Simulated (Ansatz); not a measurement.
BeS:
```
CELL_PARAMETERS angstrom
      3.39886     0.00000     0.00000
     -1.69943     2.94350     0.00000
      0.00000     0.00000     7.67234
ATOMIC_POSITIONS crystal
  Be 0.50000 0.00000 0.00000
  Be 0.00000 0.50000 0.33333
  Be 0.50000 0.50000 0.66667
  S  0.50000 0.00000 0.50000
  S  0.00000 0.50000 0.83333
  S  0.50000 0.50000 0.16667
```

Relaxed with LDA (plane waves, PAW; program Ansatz). Indices refer to the conventional cell of P6_422, a = b = 3.399 Å, c = 7.672 Å, α = β = 90.00°, γ = 120.00°.

Task: Simulate the powder diffraction pattern (Ag Kα, λ = 0.560885 Å; lines above 1 %) up to 2θ = 30°.

Result: Simulated powder pattern, Ag Kα, λ = 0.560885 Å (kinematic, ideal powder, no thermal factors, no anomalous dispersion; the 30 strongest lines at most, above 1 %, up to 2θ = 30°):

```tsv
2θ (°)	d (Å)	I/Imax (%)	hkl
10.93	2.943	25	(1 0 -1 0)
11.71	2.748	77	(1 0 -1 1)
12.59	2.557	23	(0003)
13.79	2.335	100	(1 0 -1 2)
16.71	1.931	6.6	(1 0 -1 3)
19.00	1.699	4.7	(1 1 -2 0)
19.46	1.659	16	(1 1 -2 1)
20.10	1.607	32	(1 0 -1 4)
20.80	1.554	29	(1 1 -2 2)
21.97	1.472	27	(2 0 -2 0)
22.86	1.415	2.5	(1 1 -2 3)
23.79	1.361	8.8	(1 0 -1 5)
25.34	1.279	5.9	(0006)
25.40	1.276	16	(2 0 -2 3)
25.47	1.272	16	(1 1 -2 4)
27.67	1.173	3.0	(1 0 -1 6)
28.51	1.139	5.0	(1 1 -2 5)
29.20	1.113	2.6	(2 1 -3 0)
29.51	1.101	9.0	(2 1 -3 1)
```

The start of the workflow was typed in or built on a structure type; neither database checked (COD, Materials Project) lists it. COD files the formula under space group No. 216. Its standing as an ambient phase is unchecked. Symmetry was held in the LDA relaxation; its stability against distortions is not shown here.

Potentials: the earlier of the program's two PAW sets. The files were generated under PBE; for other functionals the program regenerates the frozen cores, and for LDA and PBEsol the local potential too.
